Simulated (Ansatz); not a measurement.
Cu₂SiSe₃:
```
Cu2SiSe3
1.0
    3.33803     5.86404     0.00000
   -3.33803     5.86404     0.00000
   -2.11842     0.00000     6.33670
Si Cu Se
2 4 6
Cartesian
 -0.91404  10.73247   3.32063
  0.14517   0.99560   0.15228
 -0.98466   2.87583   3.18471
  0.07454   8.85225   0.01636
 -1.03965   6.88042   3.17607
  0.01956   4.84765   0.00772
 -1.02142   6.85815   0.77842
 -2.08063   4.86993   3.94677
 -2.05643   8.89187   3.96915
 -0.99722   2.83621   0.80080
  2.30248   4.94170   0.91527
  1.24327   6.78638   4.08362
```

Relaxed with r²SCAN. Special points in fractions of this cell's reciprocal vectors: Γ (0.000, 0.000, 0.000); Y (0.500, 0.500, 0.000); M (0.500, 0.500, 0.500); A (0.000, 0.000, 0.500); L2 (0.000, 0.500, 0.500); V2 (0.000, 0.500, 0.000).

Problem. List the band energies nearest the valence-band maximum at these points for plane-wave PAW r²SCAN (Ansatz code).

Solution. In eV from the valence-band maximum; about four levels below and three above (degenerate sets whole), none deeper than 8.9 eV; points with the same levels are listed once.

```csv
k,below,above
Γ,-0.76 -0.16 -0.11 0.00,0.68 1.52 2.15
Y,-1.18 -0.65 -0.31 -0.10,1.02 1.60 2.20
M,-1.08 -1.08 -0.88 -0.88,1.87 1.87 2.75 2.75
A,-0.51 -0.51 -0.44 -0.44,1.58 1.58 2.31 2.31
L2,-0.95 -0.90 -0.67 -0.47,1.19 1.54 2.09
V2,-1.03 -0.95 -0.76 -0.27,1.56 2.27 2.70
```

Space group Cc. The workflow started from a Materials Project entry (that database holds measured and hypothetical structures alike); the Crystallography Open Database copy checked does not list it. With Si and Cu taken as one species the cell has the higher symmetry F-43m, so it may be an ordered model of a mixed-site phase. Its standing as an ambient phase is unchecked. The r²SCAN relaxation kept the symmetry of its start; whether a distortion lowers the energy is not shown. No spin polarisation was allowed. Spin–orbit coupling is left out wherever it is not named.

Potentials: the later of the program's two PAW sets.
